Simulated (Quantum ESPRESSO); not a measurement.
```cif
data_F6K2LiRh
_chemical_formula_sum 'Li1 F6 K2 Rh1'
_space_group_name_H-M_alt 'P 1'
_space_group_IT_number 1
_cell_length_a 5.66519
_cell_length_b 5.66519
_cell_length_c 5.66519
_cell_angle_alpha 60.000
_cell_angle_beta 60.000
_cell_angle_gamma 60.000
loop_
_space_group_symop_operation_xyz
  'x, y, z'
loop_
_atom_site_label
_atom_site_type_symbol
_atom_site_fract_x
_atom_site_fract_y
_atom_site_fract_z
_atom_site_occupancy
Li1 Li 0.50000 0.50000 0.50000 1
F1 F 0.75199 0.24801 0.24801 1
F2 F 0.24801 0.75199 0.75199 1
F3 F 0.24801 0.75199 0.24801 1
F4 F 0.75199 0.24801 0.75199 1
F5 F 0.24801 0.24801 0.75199 1
F6 F 0.75199 0.75199 0.24801 1
K1 K 0.75000 0.75000 0.75000 1
K2 K 0.25000 0.25000 0.25000 1
Rh1 Rh 0.00000 0.00000 0.00000 1
```

The geometry is that of Materials Project entry mp-1111665, symmetrised and not relaxed again.

### Question
What does PBEsol (pw.x of Quantum ESPRESSO, ONCV potentials, no spin-orbit coupling) give for the electronic structure near the Fermi level?

### Answer
The PBEsol gap is direct, 1.82 eV at X. Spin-orbit splittings are left out.

The structure is a Materials Project entry; no match was found in the copy of COD used, and its stability was not checked.
